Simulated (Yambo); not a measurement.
Yambo run on Be3N2 (space group P6_3/mmc, No. 194). The wavefunctions are norm-conserving PBEsol (Quantum ESPRESSO, 88 Ry, without SOC) ones on a 6×6×2 mesh (22 occupied bands); a = b = 2.8417 Å, c = 9.7468 Å, α = β = 90.00°, γ = 120.00°.

Yambo input:

```
rim_cut
gw0
dyson
el_el_corr
HF_and_locXC
cohsex
em1s
RandQpts= 1000000
RandGvec= 1 Ry
EXXRLvcs= 88 Ry
VXCRLvcs= 352 Ry
Chimod= "HARTREE"
% BndsRnXs
 7 | 135 |
%
NGsBlkXs= 8 Ry
% LongDrXs
 1.0 | 1.0 | 1.0 |
%
ExtendOut
% QPkrange
 1 | 1 | 22 | 22 |
 7 | 7 | 22 | 23 |
%
```

k points by index: 1 = Γ, 7 = M.

The o-*.qp file then holds:

```
#    K-point    Band    Eo [eV]    E [eV]    E-Eo [eV]    Vxc [eV]    Vnlxc [eV]    Sc|Eo [eV]    Re(Z)    Im(Z)
#
    1    22    0.000000    -2.987114    -2.987114    -17.57210    -21.51673    0.957522    1.000000    0.000000
    7    22    -1.397574    -4.486433    -3.088859    -16.78647    -21.16357    1.288239    1.000000    0.000000
    7    23    3.247930    2.637980    -0.609951    -11.36364    -6.649458    -5.324136    1.000000    0.000000
```
(The two width columns are left out.) Convergence of these settings isn't established.

Geometry of the Materials Project entry, not relaxed at this level.

The structure is a Materials Project entry; no match was found in the copy of COD used, and its stability was not checked.
